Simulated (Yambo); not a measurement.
Ag₂S (space group P2_1/m, No. 11), G0W0@PBEsol in Yambo with this input:

```
rim_cut
gw0
dyson
el_el_corr
HF_and_locXC
ppa
em1d
RandQpts= 1000000
RandGvec= 1 Ry
EXXRLvcs= 82 Ry
VXCRLvcs= 328 Ry
Chimod= "HARTREE"
% BndsRnXp
 17 | 155 |
%
NGsBlkXp= 6 Ry
% LongDrXp
 1.0 | 1.0 | 1.0 |
%
PPAPntXp= 27.2114 eV
% GbndRnge
 1 | 155 |
%
GTermKind= "BG"
DysSolver= "n"
ExtendOut
```

On a 4×2×4 mesh, with wavefunctions cut at 82 Ry, the gap ((0, 0, -0.5) → Γ) is 1.904 eV and the valence edge shifts by -0.404 eV.

Problem. What happens with this change: no terminator?

Solution. The gap falls by 0.090 eV, to 1.814 eV; the shift of the valence edge becomes -0.195 eV. Neither run is shown to be the converged limit.

Spin-orbit coupling is not included.

Geometry of the Materials Project entry, not relaxed at this level; primitive cell a = 4.222 Å, b = 7.405 Å, c = 4.234 Å, α = 90.00°, β = 111.80°, γ = 90.00°.

The structure is a Materials Project entry; no match was found in the copy of COD used, and its stability was not checked.

A shift is the quasiparticle energy of the state minus its PBEsol energy.
